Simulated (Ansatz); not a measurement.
The elements of this relaxed trial crystal are hidden behind letters.

```
lattice vectors (Å)
  -2.6611    2.6611    5.2987
   2.6611   -2.6611    5.2987
   2.6611    2.6611   -5.2987
fractional positions
X 0.7500 0.2500 0.5000
X 0.2500 0.7500 0.5000
X 0.5000 0.5000 0.0000
Z 0.0000 0.0000 0.0000
Q 0.3981 0.8650 0.0000
Q 0.8650 0.3981 0.0000
Q 0.6019 0.6019 0.4668
Q 0.1350 0.1350 0.5332
```

The calculation used DFT PBE, scalar-relativistic, plane waves, PAW in Ansatz. Cutoff 420 eV, Γ-centred 6×6×6 mesh (8-atom cell), Gaussian smearing of 0.02 eV, no spin polarisation.

| Quantity | Value |
| --- | --- |
| Space group | I-42m (No. 121) |
| Conventional cell | a = 5.322 Å, c = 10.597 Å |
| Volume per atom | 18.76 Å³ |
| Density | 4.52 g/cm³ |
| Energy over the elements | −0.758 eV/atom |
| Gap on the 6×6×6 mesh of the 8-atom cell | 2.74 eV |

Energies are uncorrected and count from the elements' standard states at the same level.

Q: X is an s-block element of period 2, Z is a d-block element of period 4 and Q is a p-block element of period 4. Which elements are they?

A: X = Be, Z = Zn, Q = Se, so the formula is Be3ZnSe4. Density times volume gives a mean mass of 4.52 × 18.76/1.6605 = 51.1 u per atom, and this set has 51.0 u. Among the elements that the hints allow, noble gases aside, only these give it. Be on a site of symmetry -4 has 4 Se at 2.27 Å; Zn is surrounded by 4 Se at 2.44 Å; Se has 3 Be at 2.24–2.27 Å and 1 Zn at 2.44 Å; 1 more site not described.

Kohn–Sham gaps at this level usually fall short of measured ones. Symmetry constrained the relaxation, so the result can be a saddle point.
